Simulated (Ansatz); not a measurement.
Level of theory: DFT PBE, scalar-relativistic, plane waves, PAW in Ansatz 0.2.0. Settings: cutoff 420 eV, Γ-centred meshes spaced at most about 0.3 Å⁻¹, and about 0.25 Å⁻¹ or finer for metals (2π included), Gaussian smearing. No spin polarisation in the final relaxations.

Temperature and zero-point effects are left out. All come from trial cells, and lower structures may exist.

Problem. Order these relaxed structures of HfZrSe4 by energy, lowest first, with the energy over the lowest of them.
A.

Space group P-3m1 (No. 164). a = 3.786 Å, b = 3.786 Å, c = 13.929 Å, α = 90.00°, β = 90.00°, γ = 120.00°
| atom | site | symmetry | x | y | z |
| --- | --- | --- | --- | --- | --- |
| Zr | 1a | -3m. | 0.0000 | 0.0000 | 0.0000 |
| Hf | 1b | -3m. | 0.0000 | 0.0000 | 0.5000 |
| Se | 2d | 3m. | 0.3333 | 0.6667 | 0.8859 |
| Se | 2d | 3m. | 0.3333 | 0.6667 | 0.3873 |

B.

Space group P4/mmm (No. 123). a = 4.652 Å, b = 4.652 Å, c = 6.586 Å, α = 90.00°, β = 90.00°, γ = 90.00°
```tsv
atom	site	symmetry	x	y	z
Zr	1d	4/mmm	0.5000	0.5000	0.5000
Hf	1a	4/mmm	0.0000	0.0000	0.0000
Se	4i	2mm.	0.5000	0.0000	0.7520
```

C.

Space group I-42m (No. 121). a = 5.697 Å, b = 5.697 Å, c = 13.558 Å, α = 90.00°, β = 90.00°, γ = 90.00°
```csv
atom,site,symmetry,x,y,z
Zr,2b,-42m,0.5000,0.5000,0.0000
Hf,2a,-42m,0.0000,0.0000,0.0000
Se,8i,..m,0.7485,0.7485,0.3854
```

Solution. A (0 meV/atom), C (326 meV/atom), B (368 meV/atom). Forms: A Zr and Hf ordered on cadmium iodide sites, P-3m1; C I-42m; B Zr and Hf ordered on fluorite sites, P4/mmm. Counting Se atoms around Hf and Zr (those within 1.25 times the shortest such distance or 1.15 times the sum of covalent radii, 1.27 where that leaves under three): A has Hf 6, Zr 6; C has Hf 4, Zr 4; B has Hf 8, Zr 8.

Weakly bound directions are ill-defined at this level, which has no dispersion term (P-3m1, I-42m), and this can change margins and order among such cells. Spin–orbit coupling, which can matter for Hf, is left out. Cells relaxed within their symmetry can be saddle points. Some candidate types were left out of the draw beforehand, so a known form may be missing.
